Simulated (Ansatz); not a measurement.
CdS:
```xyz
4
Lattice="4.0734 0.0000 0.0000 -2.0367 3.5277 0.0000 0.0000 0.0000 6.6388" Properties=species:S:1:pos:R:3 pbc="T T T"
Cd     2.0367     1.1759     0.0040
Cd     0.0000     2.3518     3.3234
S      2.0367     1.1759     4.1466
S      0.0000     2.3518     0.8272
```

Cartesian axes are those of the cell as given.

Task: Give the high-frequency dielectric tensor and the Born effective charge tensors of the independent atoms from DFPT, DFT-LDA in the program Ansatz with PAW potentials.

Result: 
ε∞:
```
6.41  0.00  0.00
0.00  6.41  0.00
0.00  0.00  6.57
```
Z* of atom 1 (Cd), rows: field, columns: displacement, in e:
```
2.06  0.00  0.00
0.00  2.06  0.00
0.00  0.00  2.17
```
Z* of atom 3 (S), rows: field, columns: displacement, in e:
```
-2.06   0.00   0.00
 0.00  -2.06   0.00
 0.00   0.00  -2.17
```

Space group P6_3mc (wurtzite). Symmetry was held in the LDA relaxation. Scalar-relativistic: spin–orbit coupling is off unless named, which matters more the heavier the elements.

Potentials: the later of the program's two PAW sets.
